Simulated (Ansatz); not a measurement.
Ta2CF2, M2XT2 MXene (hcp sites)-type layer, relaxed and computed with two functionals in Ansatz (plane waves, PAW).

```
functional  a (Å)  thickness (Å)
----------  -----  -------------
PBE           [?]            [?]
r²SCAN+D4   2.971           5.55
```

**Question.** Fill in the missing entries.

**Answer.** 
- PBE, a (Å): 2.995
- PBE, thickness (Å): 5.59

All cells were relaxed under the symmetry of their starts (and spin orders); stability against distortions was not tested throughout. Rows with no word on spin ran without spin polarisation. Spin–orbit coupling is left out wherever it is not named. Constructed layers (a layer type filled with these elements): Ta2CF2, M2XT2 MXene (hcp sites)-type layer; Ta2CF2, M2XT2 MXene (hcp sites)-type layer.

Potentials: the later of the program's two PAW sets.

Ansatz (a program for electronic structure) is a plane-wave DFT program.
